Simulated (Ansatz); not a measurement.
## Ti$_{2}$AlC: course of a relaxation

Theory: DFT PBEsol, scalar-relativistic, plane waves, PAW (Ansatz). (420 eV cutoff, 12×12×4 k-mesh, Gaussian smearing of 0.10 eV, no spin polarisation)

What was changed: uniaxial strain along a, with b, c and atoms relaxed: -3.0 %.

Command:

```bash
ansatz run input.yaml --threads 2 --pin off --max-ram 5120MiB --backend cpu --events-out ev --progress --plain --runs-dir out
```

Input:

```yaml
crystal:
  lattice:
    - [2.9467722207, 0.0, 0.0]
    - [-1.4733861103, 2.6506386075, 0.0]
    - [0.0, 0.0, 13.738776065]
  atoms:
    - { symbol: Ti, position: [0.3328380874, 0.6655942607, 0.0834313254] }
    - { symbol: Ti, position: [0.6671619126, 0.3344057393, 0.5834313254] }
    - { symbol: Ti, position: [0.6671619126, 0.3344057393, 0.9165686746] }
    - { symbol: Ti, position: [0.3328380874, 0.6655942607, 0.4165686746] }
    - { symbol: Al, position: [0.3365410999, 0.6735742234, 0.75] }
    - { symbol: Al, position: [0.6634589001, 0.3264257766, 0.25] }
    - { symbol: C, position: [0.0, 0.0, 0.0] }
    - { symbol: C, position: [0.0, 0.0, 0.5] }
basis:
  ecutwfc: 420
kpoints:
  mp_grid: { grid: [12, 12, 4] }
hamiltonian:
  xc: pbesol
scf:
  occupations: { method: gaussian, width: 0.1 }
output:
  forces: true
  stress: true
  eigenvalues: true
relax:
  adjacent_minimum: "off"
  f_tol: 0.008
  max_steps: 40
  cell: { stress_tol: 0.015, fix: [a, angles] }
```

F is the free energy. Steps run on the plane waves of an earlier cell, but the last one, and at times one on the way, on a freshly chosen basis, so a repeated geometry can differ a little in energy. The held parts of the cell keep their stress, so P needn't end at zero.

Steps:

```
step F − F(1) (eV) largest force component (eV/Å) V (Å³/atom) P (GPa)
   1         0.0000                           0.045       13.414     2.61
   2        -0.0011                           0.053       13.316     3.53
   3        -0.0025                           0.015       13.361     3.14
   4        -0.0025                           0.000       13.359     3.17
   5        -0.0022                           0.000       13.359     3.17
   6        -0.0022                           0.000       13.359     3.17
   7        -0.0022                           0.000       13.359     3.17
```

Relaxed structure:

```yaml
crystal:
  lattice:
    - [2.94677, 0.00176, 0.00000]
    - [-1.47180, 2.64406, 0.00000]
    - [0.00000, 0.00000, 13.71178]
  atoms:
    - { symbol: Ti, position: [0.33228, 0.66440, 0.08361] }
    - { symbol: Ti, position: [0.66772, 0.33560, 0.58361] }
    - { symbol: Ti, position: [0.66772, 0.33560, 0.91639] }
    - { symbol: Ti, position: [0.33228, 0.66440, 0.41639] }
    - { symbol: Al, position: [0.33992, 0.68081, 0.75000] }
    - { symbol: Al, position: [0.66008, 0.31919, 0.25000] }
    - { symbol: C, position: [0.00000, 0.00000, 0.00000] }
    - { symbol: C, position: [0.00000, 0.00000, 0.50000] }
```

The structure is orthorhombic, space group Cmcm (No. 63). The conventional cell has a = 2.947 Å, b = 5.290 Å, c = 13.712 Å, α = 90.00°, β = 90.00°, γ = 90.00°. Ti (site symmetry m) has 3 C at 2.07 to 2.10 Å as nearest neighbours. Al (site symmetry m2m) is surrounded by 6 Ti at 2.86 to 2.87 Å and 6 Al at 2.95 to 3.03 Å. C (site symmetry 2/m) has 6 Ti at 2.07 to 2.10 Å as nearest neighbours.

The run converged. The run took 6.6 min on 2 threads of Intel(R) Xeon(R) Processor @ 2.50GHz (Skylake/Cascade Lake), on a shared host, peak memory 0.94 GiB.